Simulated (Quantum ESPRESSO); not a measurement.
## Mo3WS7Se (finding a planted mistake in a log)

Computed values, not a measurement. The program is pw.x of Quantum ESPRESSO 7.5 (plane-wave density functional theory). The cell is made up: 12 atoms on a layered 2H lattice, with randomly drawn elements, strain and displacements, not relaxed. PseudoDojo standard norm-conserving files (v0.5 for PBE, v0.4.1 for LDA and PBEsol) set the functional; there is no spin polarisation, spin-orbit coupling or dispersion term, and the masses in the input are unused placeholders.

Intended input:

```
&control calculation='scf', pseudo_dir='./dojo.nc.sr.pbe.v0_5.standard.upf', outdir='./o', disk_io='low', tprnfor=.true., tstress=.true. /
&system ibrav=0, nat=12, ntyp=4, nbnd=63, ecutwfc=85.99341389, nosym=.true., tot_charge=0,
 occupations='smearing', smearing='fd', degauss=0.0018374661
/
&electrons conv_thr=7.350e-09, electron_maxstep=60, /
ATOMIC_SPECIES
Mo 1.0 Mo.upf
S 1.0 S.upf
Se 1.0 Se.upf
W 1.0 W.upf
CELL_PARAMETERS angstrom
3.2297 0.0 0.0
0.0 5.594 0.0
0.0 0.0 12.8152
ATOMIC_POSITIONS angstrom
Mo 0.0163 1.8856 3.2153
W 1.6051 0.9341 9.6355
Mo 1.6169 4.6571 3.1289
Mo 0.0037 3.7219 9.6877
S 0.0192 1.9492 8.0496
S 0.0304 1.8805 11.1982
S 1.5283 0.918 1.6396
S 1.6379 0.9428 4.8551
Se 1.6127 4.6906 8.0022
S 1.6306 4.7079 11.2455
S 0.0017 3.731 1.5966
S -0.0387 3.728 4.78
K_POINTS automatic
7 4 2 1 1 1
```

The log is shortened where brackets say so; the opening notice, blank lines, dates and the lines on written files are dropped, and the path of the files is cut. It prints rydbergs, bohrs and kilobars, and counts compression as positive stress. Where no state is partly filled, the Fermi energy that it prints is only some level between the filled and the empty states on the mesh, and need not lie in the true gap.

Log of the intended run:

```
     Program PWSCF v.7.5
     Parallel version (MPI & OpenMP), running on       4 processor cores
     Number of MPI processes:                 4
     Threads/MPI process:                     1
     [start-up lines left out]
     bravais-lattice index     =            0
     lattice parameter (alat)  =       6.1032  a.u.
     unit-cell volume          =    1562.4518 (a.u.)^3
     number of atoms/cell      =           12
     number of atomic types    =            4
     number of electrons       =       114.00
     number of Kohn-Sham states=           63
     kinetic-energy cutoff     =      85.9934  Ry
     charge density cutoff     =     343.9737  Ry
     scf convergence threshold =      7.3E-09
     mixing beta               =       0.7000
     number of iterations used =            8  plain     mixing
     Exchange-correlation= PBE
                           (   1   4   3   4   0   0   0)
     [axes and pseudopotential details left out]
   Cartesian axes
     site n.     atom                  positions (alat units)
         1        Mo     tau(   1) = (   0.0050469   0.5838313   0.9955414  )
         2        W      tau(   2) = (   0.4969811   0.2892219   2.9834040  )
         3        Mo     tau(   3) = (   0.5006347   1.4419606   0.9687897  )
         4        Mo     tau(   4) = (   0.0011456   1.1523981   2.9995665  )
         5        S      tau(   5) = (   0.0059448   0.6035235   2.4923677  )
         6        S      tau(   6) = (   0.0094126   0.5822522   3.4672570  )
         7        S      tau(   7) = (   0.4732018   0.2842369   0.5076633  )
         8        S      tau(   8) = (   0.5071369   0.2919157   1.5032666  )
         9        Se     tau(   9) = (   0.4993343   1.4523330   2.4776914  )
        10        S      tau(  10) = (   0.5048766   1.4576896   3.4819023  )
        11        S      tau(  11) = (   0.0005264   1.1552157   0.4943493  )
        12        S      tau(  12) = (  -0.0119825   1.1542868   1.4800136  )
     number of k points=    28  Fermi-Dirac smearing, width (Ry)=  0.0018
                       cart. coord. in units 2pi/alat
        k(    1) = (   0.0714286   0.0721688   0.0630053), wk =   0.0714286
        k(    2) = (   0.0714286   0.0721688  -0.0630053), wk =   0.0714286
     [further k points left out]
     Dense  grid:   168081 G-vectors     FFT dimensions: (  40,  64, 144)
     Estimated max dynamical RAM per process >     442.38 MB
     Estimated total dynamical RAM >       1.61 GB
     Initial potential from superposition of free atoms
     starting charge     113.9949, renormalised to     114.0000
     Starting wfcs are   77 randomized atomic wfcs
     total cpu time spent up to now is        5.5 secs
     per-process dynamical memory:   307.0 Mb
     Self-consistent Calculation
     iteration #  1     ecut=    85.99 Ry     beta= 0.70
     Davidson diagonalization with overlap
     ethr =  1.00E-02,  avg # of iterations =  2.0
     total cpu time spent up to now is       14.7 secs
     total energy              =    -969.51361312 Ry
     estimated scf accuracy    <       1.75366420 Ry
     iteration #  2     ecut=    85.99 Ry     beta= 0.70
     Davidson diagonalization with overlap
     ethr =  1.54E-03,  avg # of iterations =  8.4
     total cpu time spent up to now is       30.6 secs
     total energy              =    -966.18412816 Ry
     estimated scf accuracy    <      40.39257462 Ry
     [iterations 3 to 19 left out]
     iteration # 20     ecut=    85.99 Ry     beta= 0.70
     Davidson diagonalization with overlap
     ethr =  1.56E-11,  avg # of iterations =  4.7
     total cpu time spent up to now is      225.2 secs
     total energy              =    -970.60767306 Ry
     estimated scf accuracy    <       0.00000002 Ry
     iteration # 21     ecut=    85.99 Ry     beta= 0.70
     Davidson diagonalization with overlap
     ethr =  1.56E-11,  avg # of iterations =  2.3
     total cpu time spent up to now is      233.3 secs
     End of self-consistent calculation
     [lines on levels left out]
     the Fermi energy is    10.7326 ev
!    total energy              =    -970.60767306 Ry
     estimated scf accuracy    <          3.5E-09 Ry
     smearing contrib. (-TS)   =      -0.00000000 Ry
     internal energy E=F+TS    =    -970.60767306 Ry
     The total energy is F=E-TS. E is the sum of the following terms:
     one-electron contribution =    -559.49119098 Ry
     hartree contribution      =     321.47969080 Ry
     xc contribution           =    -187.28821476 Ry
     ewald contribution        =    -545.30795811 Ry
     convergence has been achieved in  21 iterations
     Forces acting on atoms (cartesian axes, Ry/au):
     atom    1 type  1   force =    -0.03194950   -0.02007616    0.01852327
     atom    2 type  4   force =     0.02394069    0.05013710    0.01342055
     atom    3 type  1   force =    -0.01278642    0.00489542    0.07404408
     atom    4 type  1   force =     0.00297487    0.02267296    0.00477187
     atom    5 type  2   force =    -0.00914604   -0.02880088    0.03047134
     atom    6 type  2   force =    -0.01434290   -0.01722980   -0.00058871
     atom    7 type  2   force =     0.03364758    0.01829926    0.00794834
     atom    8 type  2   force =    -0.00288922   -0.00522096   -0.06744644
     atom    9 type  3   force =     0.00115394   -0.01882785   -0.02652865
     atom   10 type  2   force =    -0.00480639   -0.00828497   -0.02126677
     atom   11 type  2   force =    -0.00019621   -0.00950589    0.01086654
     atom   12 type  2   force =     0.01439960    0.01194176   -0.04421541
     Total force =     0.154357     Total SCF correction =     0.000167
     Computing stress (Cartesian axis) and pressure
          total   stress  (Ry/bohr**3)                   (kbar)     P=      -29.53
  -0.00023833  -0.00002451  -0.00006078          -35.06       -3.61       -8.94
  -0.00002451  -0.00015879   0.00003918           -3.61      -23.36        5.76
  -0.00006078   0.00003918  -0.00020519           -8.94        5.76      -30.18
     init_run     :      5.19s CPU      5.36s WALL (       1 calls)
     electrons    :    226.20s CPU    227.89s WALL (       1 calls)
     forces       :      1.83s CPU      1.85s WALL (       1 calls)
     stress       :      6.14s CPU      6.25s WALL (       1 calls)
     [timing details left out]
     PWSCF        :   3m59.53s CPU   4m 1.56s WALL
     JOB DONE.
```

A second run was made from an input with one planted mistake. Its log:

```
     Program PWSCF v.7.5
     Parallel version (MPI & OpenMP), running on       4 processor cores
     Number of MPI processes:                 4
     Threads/MPI process:                     1
     [start-up lines left out]
     bravais-lattice index     =            0
     lattice parameter (alat)  =       6.2138  a.u.
     unit-cell volume          =    1648.8789 (a.u.)^3
     number of atoms/cell      =           12
     number of atomic types    =            4
     number of electrons       =       114.00
     number of Kohn-Sham states=           63
     kinetic-energy cutoff     =      85.9934  Ry
     charge density cutoff     =     343.9737  Ry
     scf convergence threshold =      7.3E-09
     mixing beta               =       0.7000
     number of iterations used =            8  plain     mixing
     Exchange-correlation= PBE
                           (   1   4   3   4   0   0   0)
     [axes and pseudopotential details left out]
   Cartesian axes
     site n.     atom                  positions (alat units)
         1        Mo     tau(   1) = (   0.0050484   0.5838149   0.9955295  )
         2        W      tau(   2) = (   0.4969892   0.2892160   2.9833648  )
         3        Mo     tau(   3) = (   0.5006386   1.4419439   0.9687671  )
         4        Mo     tau(   4) = (   0.0011556   1.1523934   2.9995134  )
         5        S      tau(   5) = (   0.0059303   0.6035217   2.4923362  )
         6        S      tau(   6) = (   0.0094277   0.5822334   3.4672161  )
         7        S      tau(   7) = (   0.4732072   0.2842285   0.5076638  )
         8        S      tau(   8) = (   0.5071164   0.2919226   1.5032541  )
         9        Se     tau(   9) = (   0.4993309   1.4523143   2.4776473  )
        10        S      tau(  10) = (   0.5048659   1.4576668   3.4818442  )
        11        S      tau(  11) = (   0.0005170   1.1551913   0.4943434  )
        12        S      tau(  12) = (  -0.0119822   1.1542789   1.4799891  )
     number of k points=    28  Fermi-Dirac smearing, width (Ry)=  0.0018
                       cart. coord. in units 2pi/alat
        k(    1) = (   0.0714286   0.0721692   0.0630059), wk =   0.0714286
        k(    2) = (   0.0714286   0.0721692  -0.0630059), wk =   0.0714286
     [further k points left out]
     Dense  grid:   177735 G-vectors     FFT dimensions: (  40,  64, 150)
     Estimated max dynamical RAM per process >     465.84 MB
     Estimated total dynamical RAM >       1.69 GB
     Initial potential from superposition of free atoms
     starting charge     113.9949, renormalised to     114.0000
     Starting wfcs are   77 randomized atomic wfcs
     total cpu time spent up to now is        4.9 secs
     per-process dynamical memory:   336.1 Mb
     Self-consistent Calculation
     iteration #  1     ecut=    85.99 Ry     beta= 0.70
     Davidson diagonalization with overlap
     ethr =  1.00E-02,  avg # of iterations =  2.0
     total cpu time spent up to now is       14.2 secs
     total energy              =    -969.24812186 Ry
     estimated scf accuracy    <       2.06504728 Ry
     iteration #  2     ecut=    85.99 Ry     beta= 0.70
     Davidson diagonalization with overlap
     ethr =  1.81E-03,  avg # of iterations =  8.0
     total cpu time spent up to now is       30.0 secs
     total energy              =    -965.33509075 Ry
     estimated scf accuracy    <      51.15843585 Ry
     [iterations 3 to 20 left out]
     iteration # 21     ecut=    85.99 Ry     beta= 0.70
     Davidson diagonalization with overlap
     ethr =  4.73E-11,  avg # of iterations =  3.8
     total cpu time spent up to now is      240.6 secs
     total energy              =    -970.57184965 Ry
     estimated scf accuracy    <       0.00000003 Ry
     iteration # 22     ecut=    85.99 Ry     beta= 0.70
     Davidson diagonalization with overlap
     ethr =  2.31E-11,  avg # of iterations =  3.7
     total cpu time spent up to now is      249.8 secs
     End of self-consistent calculation
     [lines on levels left out]
     the Fermi energy is     9.9077 ev
!    total energy              =    -970.57184965 Ry
     estimated scf accuracy    <          1.9E-09 Ry
     smearing contrib. (-TS)   =      -0.00000000 Ry
     internal energy E=F+TS    =    -970.57184965 Ry
     The total energy is F=E-TS. E is the sum of the following terms:
     one-electron contribution =    -573.06111665 Ry
     hartree contribution      =     324.89386714 Ry
     xc contribution           =    -186.79690434 Ry
     ewald contribution        =    -535.60769580 Ry
     convergence has been achieved in  22 iterations
     Forces acting on atoms (cartesian axes, Ry/au):
     atom    1 type  1   force =    -0.02749580   -0.01687173    0.01747048
     atom    2 type  4   force =     0.02037150    0.04387106    0.01257930
     atom    3 type  1   force =    -0.01150384    0.00369568    0.06325641
     atom    4 type  1   force =     0.00286836    0.01924224    0.00291676
     atom    5 type  2   force =    -0.00777557   -0.02729597    0.05806138
     atom    6 type  2   force =    -0.01225712   -0.01590384   -0.03221942
     atom    7 type  2   force =     0.02907702    0.01485863    0.03686662
     atom    8 type  2   force =    -0.00253305   -0.00315211   -0.08842544
     atom    9 type  3   force =     0.00091342   -0.01398474    0.00813373
     atom   10 type  2   force =    -0.00428998   -0.00616688   -0.04938458
     atom   11 type  2   force =    -0.00003203   -0.00723666    0.03975601
     atom   12 type  2   force =     0.01265709    0.00894432   -0.06901126
     Total force =     0.183440     Total SCF correction =     0.000174
     Computing stress (Cartesian axis) and pressure
          total   stress  (Ry/bohr**3)                   (kbar)     P=      -89.47
  -0.00061590  -0.00001297  -0.00005074          -90.60       -1.91       -7.46
  -0.00001297  -0.00056352   0.00003302           -1.91      -82.90        4.86
  -0.00005074   0.00003302  -0.00064529           -7.46        4.86      -94.92
     init_run     :      4.63s CPU      4.78s WALL (       1 calls)
     electrons    :    243.06s CPU    244.95s WALL (       1 calls)
     forces       :      1.87s CPU      1.90s WALL (       1 calls)
     stress       :      6.30s CPU      6.45s WALL (       1 calls)
     [timing details left out]
     PWSCF        :   4m16.00s CPU   4m18.30s WALL
     JOB DONE.
```

Question: what was wrong in the second input?

Answer: the cell and the positions are scaled by a wrong factor. The input lines that differ, file-writing options aside:

```
- 3.2297 0.0 0.0
+ 3.2882 0.0 0.0
- 0.0 5.594 0.0
+ 0.0 5.6953 0.0
- 0.0 0.0 12.8152
+ 0.0 0.0 13.0472
- Mo 0.0163 1.8856 3.2153
+ Mo 0.0166 1.9197 3.2735
- W 1.6051 0.9341 9.6355
+ W 1.6342 0.951 9.8099
- Mo 1.6169 4.6571 3.1289
+ Mo 1.6462 4.7414 3.1855
- Mo 0.0037 3.7219 9.6877
+ Mo 0.0038 3.7893 9.863
- S 0.0192 1.9492 8.0496
+ S 0.0195 1.9845 8.1953
- S 0.0304 1.8805 11.1982
+ S 0.031 1.9145 11.4009
- S 1.5283 0.918 1.6396
+ S 1.556 0.9346 1.6693
- S 1.6379 0.9428 4.8551
+ S 1.6675 0.9599 4.943
- Se 1.6127 4.6906 8.0022
+ Se 1.6419 4.7755 8.147
- S 1.6306 4.7079 11.2455
+ S 1.6601 4.7931 11.449
- S 0.0017 3.731 1.5966
+ S 0.0017 3.7985 1.6255
- S -0.0387 3.728 4.78
+ S -0.0394 3.7955 4.8665
```

```
                                            intended run  run with the mistake
                          free energy (eV)    -13205.790            -13205.303
                    smearing term -TS (eV)        0.0000                0.0000
                            pressure (GPa)         -2.95                 -8.95
            largest force component (eV/Å)         1.904                 2.274
largest change of a force component (eV/Å)                               0.891
                                iterations            21                    22
```

For scale, a rerun of the intended cell at a cutoff of 1467 eV and k mesh 9 x 6 x 4 moved values by no more than 0.002 eV in energy, 0.02 GPa in stress and 0.003 eV/Å in force.